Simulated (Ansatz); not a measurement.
WS2 (2H-MoS2 type, space group P6_3/mmc)

```cif
data_S4W2
_chemical_formula_sum 'W2 S4'
_space_group_name_H-M_alt 'P63/mmc'
_space_group_IT_number 194
_space_group_name_Hall '-P 6c 2c'
_cell_length_a 3.15408
_cell_length_b 3.15408
_cell_length_c 12.13731
_cell_angle_alpha 90.000
_cell_angle_beta 90.000
_cell_angle_gamma 120.000
loop_
_atom_site_label
_atom_site_type_symbol
_atom_site_symmetry_multiplicity
_atom_site_Wyckoff_symbol
_atom_site_fract_x
_atom_site_fract_y
_atom_site_fract_z
_atom_site_occupancy
W1 W 2 c 0.33333 0.66667 0.25000 1
S1 S 4 f 0.66667 0.33333 0.12026 1
```

The relaxed cell is deformed in two ways at once: its volume V is scaled, and at that volume it is stretched along z (the c axis of the conventional cell) so that c/a changes. Fractional atomic positions are held.

These are PBE-D3(BJ) (plane waves to 420 eV, PAW, scalar-relativistic; Ansatz, a program for electronic structure) values and carry that method's errors. k mesh 12×12×3 (Γ-centred), Fermi-Dirac smearing 0.05 eV. E stands for the smeared free energy. Stress and pressure are positive under compression. As the atoms are clamped, bonds stretch with the cell, which overstates energies and stresses. Spin-orbit coupling is left out, though W is heavy. WS2 is run without spin polarisation. WS2 was relaxed with its symmetry unable to fall. ΔE is measured from the relaxed starting cell.

ΔE (kJ/mol of atoms), with V/V₀ across and (c/a)/(c/a)₀ down:

```
(c/a)/(c/a)₀ \ V/V₀  0.920  0.947  0.973  1.000  1.027  1.053  1.080
-------------------  -----  -----  -----  -----  -----  -----  -----
0.960                 8.22   4.24   1.96   1.14   1.60   3.17   5.69
0.973                 7.40   3.49   1.26   0.50   1.01   2.63   5.19
0.987                 6.86   3.00   0.83   0.12   0.68   2.34   4.95
1.000                 6.59   2.78   0.66   0.00   0.60   2.30   4.95
1.013                 6.57   2.82   0.74   0.12   0.76   2.50   5.18
1.027                 6.81   3.09   1.06   0.48   1.16   2.93   5.64
1.040                 7.28   3.61   1.62   1.07   1.78   3.58   6.32
```

σzz (GPa), with V/V₀ across and (c/a)/(c/a)₀ down:

| (c/a)/(c/a)₀ \ V/V₀ | 0.920 | 0.947 | 0.973 | 1.000 | 1.027 | 1.053 | 1.080 |
|---|---|---|---|---|---|---|---|
| 0.960 | 24.6 | 17.5 | 11.3 | 5.8 | 1.1 | -3.0 | -6.6 |
| 0.973 | 22.4 | 15.3 | 9.2 | 3.9 | -0.8 | -4.8 | -8.3 |
| 0.987 | 20.2 | 13.2 | 7.2 | 1.9 | -2.6 | -6.6 | -10.1 |
| 1.000 | 18.0 | 11.1 | 5.2 | 0.0 | -4.5 | -8.4 | -11.8 |
| 1.013 | 15.9 | 9.1 | 3.2 | -1.9 | -6.3 | -10.1 | -13.5 |
| 1.027 | 13.7 | 7.0 | 1.2 | -3.8 | -8.1 | -11.9 | -15.1 |
| 1.040 | 11.6 | 5.0 | -0.7 | -5.6 | -9.9 | -13.6 | -16.7 |

Derived quantities:

- Modulus against c/a change at fixed volume, (3/4V)·∂²E/∂(ln c/a)² (fit, atoms clamped) = 99 GPa, an upper bound as the atoms could relax
- Lowest place on the grid = V/V₀ = 1.000, (c/a)/(c/a)₀ = 1.000 (0.0 meV/atom)
- Highest place on the grid = V/V₀ = 0.920, (c/a)/(c/a)₀ = 0.960 (85.1 meV/atom)

The 49 points together took very roughly 4 core-minutes.

(Under strain, the slope of the energy per volume gives the stress and its curvature an elastic modulus.)
